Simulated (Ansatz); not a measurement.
LaB$_{6}$ in space group Pm-3m (No. 221; La on 1a, B on 6f), PBEsol in the plane-wave PAW code Ansatz, all energies at zero smearing, with the estimated change up to a 700 eV cutoff added, with one set of potentials and settings (totals compare only within such a set). Cell of 7 atoms (1 La, 6 B): -7081.439 eV.

| element | reference phase | E (eV/atom) |
|---|---|---|
| La | P6_3/mmc, 4 atoms in the cell | -6161.4715 |
| B | R-3m, 12 atoms in the cell | -152.6704 |

Formation energy per atom, worked out: (-7081.439 − 1×(-6161.4715) − 6×(-152.6704))/7 = -0.564 eV/atom (-54 kJ per mol of atoms), at 0 K, without zero-point energy or fitted corrections.

The PBEsol relaxation kept the symmetry of its start. The references are the lowest solids computed at this level, not always the standard phases. Scalar-relativistic: spin–orbit coupling is off unless named, which matters more the heavier the elements.

Potentials: the earlier of the program's two PAW sets. The files were generated under PBE; for other functionals the program regenerates the frozen cores, and for LDA and PBEsol the local potential too.
